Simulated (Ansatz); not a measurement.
The calculation used DFT PBE, scalar-relativistic, plane waves, PAW (Ansatz). Settings: cutoff 420 eV, Γ-centred meshes spaced at most about 0.3 Å⁻¹, and about 0.25 Å⁻¹ or finer for metals (2π included), Gaussian smearing. No spin polarisation in the final relaxations.

Each of these unrelaxed guesses is relaxed in cell and atoms within its symmetry. A guess keeps its type if space group and coordination stay and the shape of the cell changes little (axis ratios within about 15 %, angles within 6°); the volume may change.

1. Be4Se

```
Be Se
1.0
     3.01747   -3.16855    0.00000
     3.01747    3.16855    0.00000
     0.00000    0.00000    2.70959
Be Se
4 1
Direct
  0.81060 0.18940 0.50000
  0.18940 0.81060 0.50000
  0.28520 0.28520 0.00000
  0.71480 0.71480 0.00000
  0.00000 0.00000 0.00000
```

2. Sn3PbSe4

```
Sn Pb Se
1.0
     4.32126    0.00000    0.00000
     0.00000    6.11118    0.00000
     0.00000    0.00000    8.64251
Sn Pb Se
3 1 4
Cartesian
  0.0000 0.0000 6.4819
  2.1606 3.0556 0.0000
  0.0000 0.0000 2.1606
  2.1606 3.0556 4.3213
  0.0000 3.0556 6.4819
  2.1606 0.0000 0.0000
  0.0000 3.0556 2.1606
  2.1606 0.0000 4.3213
```

3. B5Pt

```
B Pt
1.0
     4.37756    0.00000    0.00000
    -2.18878    3.79108    0.00000
     0.00000    0.00000    4.02302
B Pt
5 1
Direct
  0.66667 0.33333 0.50000
  0.31656 0.00000 0.00000
  0.68344 0.68344 0.00000
  0.00000 0.31656 0.00000
  0.33333 0.66667 0.50000
  0.00000 0.00000 0.50000
```

Q: Which keep their type?

A: Guess 2 keeps its type.

```csv
guess,kept,start group,end group,V start (Å³/atom),V end,"b/a and c/a, end over start",nearest neighbours start,nearest neighbours end
1,no,Cmmm,Cmmm,10.4,12.4,"1.19, 1.44","Be 1/2, Se 6","Be 1/6, Se 6"
2,yes,Pmmm,Pmmm,28.5,28.4,"1.00, 1.00","Pb 6, Se 6, Sn 6","Pb 6, Se 6, Sn 6"
3,no,P-62m,P-62m,11.1,9.0,"1.00, 0.50","B 12, Pt 12","B 6, Pt 8"
```

Neighbours count within 15 % of an atom's shortest distance; end groups are read at 0.02 Å (0.05 Å in metals).

These runs have no spin–orbit coupling, which can matter for Pb and Pt. A magnetic state wasn't ruled out in cells without spin, among them B5Pt P-62m. Cells relaxed within their symmetry can be saddle points.

In counts of neighbours, a slash parts the counts of unlike sites.
